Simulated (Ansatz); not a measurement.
**Phonon dispersion of AlO2**

Method: DFT PBE, scalar-relativistic, plane waves, PAW in Ansatz. Settings: 420 eV plane-wave cutoff, Γ-centred 4×12×8 mesh, Gaussian smearing of 0.01 eV. Collinear spin, site moments 0.0, 0.0, 0.0, 0.0, 0.1, 0.1, 0.1, 0.1, 0.8, 0.8, 0.8, 0.8 μB. Phonons by linear response, acoustic sum rule imposed.

Relaxed structure:
```yaml
crystal:
  lattice:
    - [9.34914, 0.00000, 0.00000]
    - [0.00000, 2.91675, 0.00000]
    - [0.00000, 0.00000, 4.82096]
  atoms:
    - { symbol: Al, position: [0.16292, 0.25000, 0.95835] }
    - { symbol: Al, position: [0.83708, 0.75000, 0.04165] }
    - { symbol: Al, position: [0.33708, 0.75000, 0.45835] }
    - { symbol: Al, position: [0.66292, 0.25000, 0.54165] }
    - { symbol: O, position: [0.77092, 0.25000, 0.22964] }
    - { symbol: O, position: [0.22908, 0.75000, 0.77036] }
    - { symbol: O, position: [0.72908, 0.75000, 0.72964] }
    - { symbol: O, position: [0.27092, 0.25000, 0.27036] }
    - { symbol: O, position: [0.96864, 0.25000, 0.84532] }
    - { symbol: O, position: [0.03136, 0.75000, 0.15468] }
    - { symbol: O, position: [0.53136, 0.75000, 0.34532] }
    - { symbol: O, position: [0.46864, 0.25000, 0.65468] }
```

Force constants from linear response on a 1×4×2 q mesh.

Question: Is the structure dynamically stable on this mesh?

Answer: Yes, on this mesh: no mode is imaginary.

Question: Give the frequencies (cm⁻¹; i marks imaginary ones) at the irreducible q points, in fractions of the reciprocal vectors, the Γ row without the LO field.

Answer:
```json
{"q": "0.000 0.000 0.000", "star": "1", "frequencies": "0 0 0 55 96 121 146 168 176 214 221 250 254 287 352 357 361 388 398 401 428 445 477 500 523 557 566 589 600 601 622 625 706 714 762 814"}
{"q": "0.000 0.000 -0.500", "star": "1", "frequencies": "108 108 133 133 151 151 165 165 187 187 250 250 285 285 320 320 358 358 400 400 450 450 464 464 540 540 588 588 611 611 613 613 759 759 812 812"}
{"q": "0.000 0.250 0.000", "star": "2", "frequencies": "118 133 149 165 172 177 182 236 248 255 285 305 314 335 355 358 373 380 399 416 433 446 447 464 519 526 551 559 640 642 681 689 713 718 749 765"}
{"q": "0.000 0.250 -0.500", "star": "2", "frequencies": "128 128 153 153 201 201 229 229 245 245 248 248 315 315 349 349 385 385 425 425 441 441 458 458 525 525 559 559 642 642 647 647 747 747 759 759"}
{"q": "0.000 -0.500 0.000", "star": "1", "frequencies": "150 150 179 179 230 230 243 243 281 281 304 304 308 308 330 330 394 394 428 428 489 489 492 492 534 534 551 551 660 660 665 665 726 726 733 733"}
{"q": "0.000 -0.500 -0.500", "star": "1", "frequencies": "158 158 168 168 202 202 229 229 260 260 285 285 315 315 323 323 409 409 428 428 496 496 513 513 531 531 564 564 646 646 647 647 733 733 739 739"}
```

Cost: 1 run of about 5.3 core-hours, on AMD EPYC (Zen 3) (shared hosts).